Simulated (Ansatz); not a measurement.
Here is the system:

MgO:
```
CELL_PARAMETERS angstrom
      0.00000     2.10214     2.10214
      2.10214     0.00000     2.10214
      2.10214     2.10214     0.00000
ATOMIC_POSITIONS crystal
  Mg 0.00000 0.00000 0.00000
  O  0.50000 0.50000 0.50000
```

This is the r²SCAN-relaxed structure.

**Question.** All from plane-wave PAW r²SCAN (Ansatz code), unless another level is named. Predict the hole effective mass, band 3 of 3 at the edge.

**Answer.** 0.42 along [100], 0.37 along [110], 0.36 along [111] (mₑ).

**Question.** Give the hole effective mass, band 1 of 3 at the edge.

**Answer.** 2.1 along [100], 5.3 along [110], 3.5 along [111] (mₑ).

**Question.** What about the formation energy from the elements (no fitted shifts)?

**Answer.** -2.95 eV/atom.

**Question.** What about the weight of the valence-edge state by species (Voronoi cells)?

**Answer.** O 94 %, Mg 6 %.

**Question.** What about the valence-band maximum?

**Answer.** at Γ.

Space group Fm-3m (rock salt). The r²SCAN relaxation kept the symmetry of its start. The references are the lowest solids computed at this level, not always the standard phases (solids in place of the gases).

Potentials: the later of the program's two PAW sets.

Edges and masses are those of Kohn–Sham bands, whose gap is no quasiparticle gap.
